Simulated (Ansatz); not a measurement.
Relaxation of a relaxed PtSe2 cell displaced along its unstable phonon at q = Γ (120i cm⁻¹), largest move 0.15 Å; 9 atoms in the cell, which starts as P31m (No. 157), hP9; a = b = 7.154 Å, c = 3.699 Å, α = β = 90.00°, γ = 120.00°. Method: PBEsol (plane waves to 420 eV, PAW, scalar-relativistic; Ansatz, a program for electronic structure). Γ-centred k-mesh 5×5×9 on the run's cell (coarser than for final values), Fermi–Dirac smearing 0.05 eV. This is the first round of the run. 

The optimiser's lines from the output (shortened; P is positive under compression):

```
relax step   1: F+E_penalty+E_count = -69695.48475443 eV  Δ(F+E_penalty+E_count) = +0.000e0 eV  max|allowed force component| = 1.120e0 eV/Å  Δτ_max = 0.0000 Å  P = +0.873 GPa  Ω = 163.951 Å³  (8 SCF iters, dr2 threshold 1.00e-7 eV, accepted)
relax step   2: F+E_penalty+E_count = -69696.10212948 eV  Δ(F+E_penalty+E_count) = -6.174e-1 eV  max|allowed force component| = 1.048e0 eV/Å  Δτ_max = 0.1961 Å  P = -1.435 GPa  Ω = 167.702 Å³  (7 SCF iters, dr2 threshold 9.00e-7 eV, accepted)
relax step   3: F+E_penalty+E_count = -69696.50488439 eV  Δ(F+E_penalty+E_count) = -4.028e-1 eV  max|allowed force component| = 3.723e-1 eV/Å  Δτ_max = 0.1949 Å  P = +1.522 GPa  Ω = 166.848 Å³  (7 SCF iters, dr2 threshold 9.00e-7 eV, accepted)
relax step   4: F+E_penalty+E_count = -69696.88478081 eV  Δ(F+E_penalty+E_count) = -3.799e-1 eV  max|allowed force component| = 6.690e-1 eV/Å  Δτ_max = 0.2000 Å  P = -0.591 GPa  Ω = 167.408 Å³  (8 SCF iters, dr2 threshold 9.00e-7 eV, accepted)
relax step   5: F+E_penalty+E_count = -69697.69859582 eV  Δ(F+E_penalty+E_count) = -8.138e-1 eV  max|allowed force component| = 1.433e0 eV/Å  Δτ_max = 0.1943 Å  P = +0.914 GPa  Ω = 165.087 Å³  (8 SCF iters, dr2 threshold 9.00e-7 eV, accepted)
relax step   6: F+E_penalty+E_count = -69698.75881877 eV  Δ(F+E_penalty+E_count) = -1.060e0 eV  max|allowed force component| = 2.377e0 eV/Å  Δτ_max = 0.2000 Å  P = +2.286 GPa  Ω = 163.592 Å³  (8 SCF iters, dr2 threshold 9.00e-7 eV, accepted)
relax step   7: F+E_penalty+E_count = -69699.67324575 eV  Δ(F+E_penalty+E_count) = -9.144e-1 eV  max|allowed force component| = 9.696e-1 eV/Å  Δτ_max = 0.1947 Å  P = +2.882 GPa  Ω = 165.138 Å³  (8 SCF iters, dr2 threshold 9.00e-7 eV, accepted)
relax step   8: F+E_penalty+E_count = -69700.07028457 eV  Δ(F+E_penalty+E_count) = -3.970e-1 eV  max|allowed force component| = 4.709e-1 eV/Å  Δτ_max = 0.1008 Å  P = +2.289 GPa  Ω = 167.053 Å³  (8 SCF iters, dr2 threshold 9.00e-7 eV, accepted)
relax step   9: F+E_penalty+E_count = -69700.15704921 eV  Δ(F+E_penalty+E_count) = -8.676e-2 eV  max|allowed force component| = 4.621e-2 eV/Å  Δτ_max = 0.0677 Å  P = -0.092 GPa  Ω = 170.906 Å³  (8 SCF iters, dr2 threshold 9.00e-7 eV, accepted)
relax step  10: F+E_penalty+E_count = -69700.15747222 eV  Δ(F+E_penalty+E_count) = -4.230e-4 eV  max|allowed force component| = 8.894e-3 eV/Å  Δτ_max = 0.0037 Å  P = +0.045 GPa  Ω = 171.012 Å³  (6 SCF iters, dr2 threshold 1.33e-7 eV, accepted)
relax step  11: F+E_penalty+E_count = -69700.15748689 eV  Δ(F+E_penalty+E_count) = -1.467e-5 eV  max|allowed force component| = 1.343e-4 eV/Å  Δτ_max = 0.0005 Å  P = +0.001 GPa  Ω = 171.032 Å³  (6 SCF iters, dr2 threshold 9.02e-9 eV, accepted)
relax step  12: F+E_penalty+E_count = -69700.29859094 eV  Δ(F+E_penalty+E_count) = -1.411e-1 eV  max|allowed force component| = 6.963e-3 eV/Å  Δτ_max = 0.0000 Å  P = +1.288 GPa  Ω = 171.032 Å³  stress off target by 3.51e0 GPa  SCF on the basis re-selected at this cell (its energy is not comparable with the rows above)  (9 SCF iters)
relax step  13: F+E_penalty+E_count = -69700.37030829 eV  Δ(F+E_penalty+E_count) = -7.172e-2 eV  max|allowed force component| = 1.643e-2 eV/Å  Δτ_max = 0.0105 Å  P = +0.684 GPa  Ω = 173.816 Å³  (4 SCF iters, dr2 threshold 9.00e-7 eV, accepted)
relax step  14: F+E_penalty+E_count = -69700.40797246 eV  Δ(F+E_penalty+E_count) = -3.766e-2 eV  max|allowed force component| = 1.723e-2 eV/Å  Δτ_max = 0.0235 Å  P = -0.274 GPa  Ω = 179.096 Å³  (5 SCF iters, dr2 threshold 9.00e-7 eV, accepted)
relax step  15: F+E_penalty+E_count = -69700.40839413 eV  Δ(F+E_penalty+E_count) = -4.217e-4 eV  max|allowed force component| = 1.883e-3 eV/Å  Δτ_max = 0.0005 Å  P = +0.110 GPa  Ω = 178.687 Å³  (4 SCF iters, dr2 threshold 3.08e-7 eV, accepted)
relax step  16: F+E_penalty+E_count = -69700.40847231 eV  Δ(F+E_penalty+E_count) = -7.818e-5 eV  max|allowed force component| = 1.206e-3 eV/Å  Δτ_max = 0.0008 Å  P = +0.005 GPa  Ω = 178.869 Å³  (4 SCF iters, dr2 threshold 5.81e-8 eV, accepted)
relax step  17: F+E_penalty+E_count = -69700.41034418 eV  Δ(F+E_penalty+E_count) = -1.872e-3 eV  max|allowed force component| = 9.800e-4 eV/Å  Δτ_max = 0.0000 Å  P = +0.012 GPa  Ω = 178.869 Å³  stress off target by 3.36e-2 GPa  SCF on the basis re-selected at this cell (its energy is not comparable with the rows above)  (7 SCF iters)
relax step  18: F+E_penalty+E_count = -69700.41033981 eV  Δ(F+E_penalty+E_count) = +4.373e-6 eV  max|allowed force component| = 3.237e-5 eV/Å  Δτ_max = 0.0004 Å  P = +0.000 GPa  Ω = 178.967 Å³  (4 SCF iters, dr2 threshold 2.82e-9 eV, accepted)
relax step  19: F+E_penalty+E_count = -69700.41036116 eV  Δ(F+E_penalty+E_count) = -2.136e-5 eV  max|allowed force component| = 3.544e-5 eV/Å  Δτ_max = 0.0000 Å  P = -0.000 GPa  Ω = 178.967 Å³  stress off target by 2.31e-3 GPa  SCF on the basis re-selected at this cell (its energy is not comparable with the rows above)  (6 SCF iters)
```

From the first to the last row the energy changes by -0.55 eV/atom and the volume by +9.2 %. The last row is marked as not comparable with the walk above it, whose basis was carried along; it does compare with step 1, since both stand on a basis selected at the nominal cutoff for their own cell.

Energy and pressure jump between steps 11 and 12 at one geometry, where the plane-wave basis was selected anew. While the cell walks, the set of plane waves is carried along, so its effective cutoff drifts with the strain; re-selecting it at 420 eV moved the energy by -0.016 eV/atom and the pressure by 1.3 GPa. Only step 1 and rows on a re-selected basis compare with each other.

Later rounds, restarted from the end of this one on a renewed k-mesh, logged 9 more steps and released under 0.01 eV/atom more. The final structure after all rounds: P-3m1 (No. 164), hP3, CdI2 type; a = b = 3.7609 Å, c = 4.8609 Å, α = β = 90.00°, γ = 120.00°. Between re-selections the logged energies stand on a plane-wave basis carried along with the cell. No spin polarisation in the result. Without a van der Waals term the distances between weakly bound units are poorly fixed.

The run could not lose the symmetry of its start.

Without dispersion the volume is uncertain too.

Of the parent cell (P-62m (No. 189)): it is a generated cell of PtSe2: the first start was made by placing the elements on the sites of a structure type, and the end was not matched to a known phase here, so it may be hypothetical. Known forms of PtSe2 include space group No. 164.
